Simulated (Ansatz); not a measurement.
P$_{2}$W:
Space group C2/m (No. 12); a = 8.416 Å, b = 3.134 Å, c = 7.410 Å, α = γ = 90.00°, β = 119.22°

```
atom  site  symmetry       x       y       z
----  ----  --------  ------  ------  ------
P       4i         m  0.1386  0.0000  0.0249
P       4i         m  0.3988  0.0000  0.6005
W       4i         m  0.1577  0.0000  0.7061
```
(The calculation used a cell of 6 atoms; values per cell refer to that cell.)

Relaxed at zero pressure with the program Ansatz at the LDA level (PAW).

Q: The volume is lowered by 6 % and shape and atoms relax at that volume. What pressure results, and how do the axes share the change?

A: 14.9 GPa; a -1.7 %, b -2.7 %, c -1.6 %; the energy rises by 38 meV/atom.

Q: Give the new structure.

A: 
Space group C2/m (No. 12); a = 8.271 Å, b = 3.048 Å, c = 7.295 Å, α = γ = 90.00°, β = 119.33°

```csv
atom,site,symmetry,x,y,z
P,4i,m,0.1373,0.0000,0.0231
P,4i,m,0.3970,0.0000,0.6011
W,4i,m,0.1580,0.0000,0.7061
```

The phase is kept; no other phase was compared at this pressure.

The first step of the workflow began from a Materials Project structure, measured or hypothetical; the Crystallography Open Database files this formula in space group No. 12, but the cells were not matched. Whether it is the stable phase at ambient conditions was not checked. Symmetry was held in the LDA relaxation; whether a distortion lowers the energy is not shown. No spin polarisation was allowed. Scalar-relativistic: spin–orbit coupling is off unless named, which matters more the heavier the elements.

Potentials: the later of the program's two PAW sets.
